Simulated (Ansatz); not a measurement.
SrGaSnH (space group P3m1)

```
CELL_PARAMETERS angstrom
      4.44749     0.00000     0.00000
     -2.22375     3.85164     0.00000
      0.00000     0.00000     5.16386
ATOMIC_POSITIONS crystal
  Sr 0.00000 0.00000 0.00245
  Ga 0.66667 0.33333 0.59959
  Sn 0.33333 0.66667 0.45552
  H  0.66667 0.33333 0.93173
```

The slice is a (0001) plane (indices of the conventional cell) through the point (0.667, 0.333, 0.600) (fractional), spanned by u = [110] and v = [1 -1 0] in vectors of this cell: u (4.45 Å) and v (7.70 Å, at 90° to u). It covers one period; positions are fractions (u, v).

Level of theory: r2SCAN (plane waves to 500 eV, PAW, scalar-relativistic; Ansatz, a program for electronic structure). k mesh 9×9×7. Inside the PAW spheres the values are not all-electron values, and peaks at nuclei hang on which shells count as valence. SrGaSnH was relaxed with its symmetry unable to fall.

Q: Sketch the electrostatic potential energy of an electron, from the cell's mean on this plane as a map.

A: 
```
|xxxx004499999999994400xx|
|000011779999999999771100|
|334477999999999999997744|
|334477999999999999997744|
|000022779999999999772200|
|000000558899999988550000|
|000000557755445577550000|
|000000551100000011550000|
|0022554400xxxxxx00445522|
|7788883300xxxxxx00338888|
|9999994400xxxxxx00449999|
|999999771100000011779999|
|999999997744334477999999|
|999999997744334477999999|
|999999772200000022779999|
|999988550000000000558899|
|445577550000000000557755|
|000011550000000000551100|
|xxxx004455220022554400xx|
|xxxx003388887788883300xx|
```
Scale: ten equal steps from -2.00 (start of '0') to 6.44 (end of '9'), in the order '0123456789'. Values: electrostatic potential energy of an electron, from the cell's mean, in eV. The map has 12 points along u (two characters each, u = 0 at the left) and 20 along v (v = 0 in the bottom row). Points within 0.7 Å of a nucleus are blanked (x), as the pseudised field means little there. Values under -2 eV are set to -2. The zero, the cell's mean, hangs on the PAW cores.
